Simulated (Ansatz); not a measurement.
Here is the system:

TaAs (NbAs type, space group I4_1md)

Space group I4₁md (No. 109); a = 3.4419 Å, b = 3.4419 Å, c = 11.7123 Å, α = 90.00°, β = 90.00°, γ = 90.00°

| atom | site | symmetry | x | y | z |
|---|---|---|---|---|---|
| Ta | 4a | 2mm. | 0.0000 | 0.0000 | 0.7493 |
| As | 4a | 2mm. | 0.0000 | 0.0000 | 0.1667 |
(The calculation used a cell of 4 atoms; values per cell refer to that cell.)

This relaxed cell (volume V₀) is scaled evenly in all directions, its shape held. The atoms relax within the cell's symmetry.

Computed with r2SCAN (plane waves to 500 eV, PAW, scalar-relativistic; Ansatz, an electronic-structure program). k mesh 19×19×19 (Γ-centred), Fermi-Dirac smearing 0.05 eV. Energies are smeared free energies. Stress and pressure are positive under compression. With the shape held, the modulus is that of even scaling; a crystal free to change shape is softer. At this level the bands of TaAs touch or barely overlap. Spin-orbit coupling is left out, though Ta is heavy. TaAs is run without spin polarisation. TaAs was relaxed with its symmetry unable to fall. The zero of ΔE is the relaxed starting cell.

The scan covers V/V₀ from 0.940 to 1.060 in 11 points.

**Question.** What is the fitted pressure derivative B₀′?

**Answer.** 4.3.

**Question.** What bulk modulus at fixed cell shape B₀ follows from a third-order Birch-Murnaghan fit?

**Answer.** 189 GPa.

(Under strain, the slope of the energy per volume gives the stress and its curvature an elastic modulus.)
